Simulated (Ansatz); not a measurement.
A geometry of SiS₂ away from equilibrium: step 2 of the relaxation of a generated trial cell of SiS2 in the anatase structure type. The numbers are results of r2SCAN (plane waves to 500 eV, PAW, scalar-relativistic; Ansatz, a quantum-chemistry and plane-wave program), not measurements. Γ-centred k-mesh 7×7×7 on the run's cell (coarser than for final values), Fermi–Dirac smearing 0.05 eV. The plane waves were selected for a different cell earlier on the path.

```yaml
crystal:
  lattice:
    - [-2.23650, 2.23650, 5.52359]
    - [2.23650, -2.23650, 5.52359]
    - [2.23650, 2.23650, -5.52359]
  atoms:
    - { symbol: Si, position: [0.50000, 0.50000, 0.00000] }
    - { symbol: Si, position: [0.25000, 0.75000, 0.50000] }
    - { symbol: S, position: [0.29596, 0.29596, 0.00000] }
    - { symbol: S, position: [0.04596, 0.54596, 0.50000] }
    - { symbol: S, position: [0.45404, 0.95404, 0.50000] }
    - { symbol: S, position: [0.70404, 0.70404, 0.00000] }
```

**Question.** Give the Cartesian forces on all atoms (eV/Å).

**Answer.** 
| atom | Fx | Fy | Fz |
|---|---|---|---|
| Si1 | 0.00 | 0.00 | 0.00 |
| Si2 | 0.00 | 0.00 | 0.00 |
| S3 | 0.00 | 0.00 | 0.36 |
| S4 | 0.00 | 0.00 | 0.36 |
| S5 | 0.00 | 0.00 | -0.36 |
| S6 | 0.00 | 0.00 | -0.36 |

The path ends in I4₁/amd (No. 141) (anatase type). No spin polarisation in the result.

The run could not lower the symmetry of its start; a shaken copy of this end point relaxes with r2SCAN to Ibam (No. 72), 419 meV/atom lower.

The end of the path is a generated cell of SiS2: the first start was made by placing the elements on the sites of a structure type, and the end was not matched to a known phase here, so it may be hypothetical.
